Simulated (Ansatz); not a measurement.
Calculated with Ansatz: SiF2, settings compared

The command:

```bash
ansatz run input.yaml --threads 1 --pin off --max-ram 2560MiB --backend cpu --events-out ev --progress --plain --runs-dir out
```

Input:

```yaml
crystal:
  lattice:
    - [3.255272, 0.0, 0.0]
    - [-1.627636, 2.819149, 0.0]
    - [0.0, 0.0, 5.103475]
  atoms:
    - { symbol: Si, position: [0.0, 0.0, 0.0] }
    - { symbol: F, position: [0.33333, 0.66667, 0.265] }
    - { symbol: F, position: [0.66667, 0.33333, 0.735] }
  symmetry: { tolerance: 0.0003 }
kpoints:
  mp_grid: { grid: [6, 6, 4], shift: [0, 0, 0] }
magnetization:
  spin_polarized: false
scf:
  occupations: { method: cold, width: 0.1383 }
hamiltonian:
  pseudopotentials: { kind: paw }
  xc: r2scan
basis:
  ecutwfc: 500
output:
  forces: true
  stress: true
  eigenvalues: true
```

Origin of the cell: a known structure type with other elements, at an estimated volume, so it need not be a known compound.

Output of this run (shortened):

```
SCF iter   1: F=—  HF=-2256.760758 eV  Δρ=1.59e-2  dr2=1.42e-1  dr2_τ=5.64e-2
SCF iter   2: F=—  HF=-2256.778621 eV  S|Δr|=    0.00e0  Δρ=1.58e-2  dr2=7.39e-2  dr2_τ=8.70e-3
SCF iter   3: F=—  HF=-2256.761389 eV  S|Δr|=    0.00e0  Δρ=2.79e-3  dr2=1.73e-3  dr2_τ=2.30e-4
SCF iter   4: F=—  HF=-2256.761482 eV  S|Δr|=    0.00e0  Δρ=7.63e-4  dr2=1.87e-4  dr2_τ=1.47e-5
SCF iter   5: F=—  HF=-2256.761451 eV  S|Δr|=    0.00e0  Δρ=6.93e-5  dr2=1.00e-6  dr2_τ=8.09e-8
SCF iter   6: F=—  HF=-2256.761452 eV  S|Δr|=    0.00e0  Δρ=9.15e-6  dr2=2.31e-8  dr2_τ=2.11e-9
SCF iter   7: F=-2256.761452 eV  HF=-2256.761452 eV  S|Δr|=    0.00e0  Δρ=1.81e-6  dr2=1.51e-9  dr2_τ=8.43e-11
SCF 1 converged in 7 iterations: F = -2256.761452 eV  dr2 = 1.51e-9
SCF converged after 7 iterations
Stability not checked: this state was not tested for a lower state beside it, because cold or Methfessel-Paxton smearing, or corrected tetrahedra, fill the levels in a way that the test cannot read (fill_not_monotonic; […]
Free energy (F): -2256.761452 eV
Harris-Foulkes:  -2256.761452 eV  (|F-HF|=5.62e-10)
Internal energy: -2256.761452 eV  (E = F + TS)
E sigma→0 (E₀):  -2256.761452 eV
Fermi energy:    3.310822 eV
--- Per-component energies (eV) ---
  E_band       = -115.507085
  E_kinetic    = 445.934387
  E_local      = -1344.476064  (includes V_loc(G=0)·N_el)
  E_nonlocal   = 170.911398
  E_hartree    = 504.135377
  E_xc         = -206.793794
  E_vxc        = -278.788774  (∫ρ·V_xc dr)
  E_paw        = -921.937463  (= ΣΔE_a)
  E_vpaw       = -137.069246  (= ΣTr[D̂ρ^β])
  E_aug_tail   = 0.002172  (compensation charges beyond the density's cutoff)
  E_vtau       = 19.707114  (kinetic-family band-sum trace: ∫τ·v_τ [+ j·A + Jᵃ·Aᵃ] dr)
  E_ewald      = -904.398250
  E_core_change = -0.139216  (= ΣΔE_core)
  E_smearing   = 0.000000  (= −TS)
  Σ components = -2256.761452   (vs F -2256.761452, Δ=0.00e0)
--- Forces (eV/Å), atoms counted from 1 ---
  atom   1  Si    -0.000000    -0.000000     0.000000
  atom   2  F     -0.000000    -0.000000    -1.333822
  atom   3  F      0.000000     0.000000     1.333822
  max |Σ_I F_I| component: 1.85e-17 eV/Å
--- Stress (GPa, compression-positive) ---
       -2.949375      -0.000000      -0.000000
       -0.000000      -2.949375      -0.000000
       -0.000000       0.000000     -12.334691
  P = ⅓ Tr σ = -6.0778 GPa (-60.778 kbar)
```

The same input was run again with these changes:

1. `kpoints.mp_grid.shift` [0, 0, 0] → [0.5, 0.5, 0.5]
2. `scf.occupations.width` 0.1383 → default; `scf.occupations.method` cold → tetrahedron_uncorrected; `basis.xc_grid` default → 2
3. `scf.convergence.dr2_threshold` default → 1.0e-06
4. `basis.ecutwfc` 500 → "40.4 Ry"; `scf.algorithm` default → direct_min; `basis.xc_grid` default → 3

```
 run        end  SCF iterations  P (GPa)  max force component (eV/Å)  moment (μB)  ΔE(σ→0) (meV/atom)
base  converged               7    -6.08                       1.334            –                   0
   1  converged               7    -6.08                       1.334            –                0.00
   2  converged               7    -6.08                       1.334            –                0.01
   3  converged               6    -6.08                       1.334            –                0.00
   4  converged               7    -6.09                       1.335            –               -1.69
```

Energies are compared only where functional, datasets, charge and starting cell are the same.

Run 1: the k mesh keeps only part of the crystal's symmetry.
Run 3: the SCF threshold is loose for forces.

Time of the base run: 3.2 s on 1 thread of Arm Neoverse V1, with other jobs on the host, peak memory 0.37 GiB, from the program's own first density.
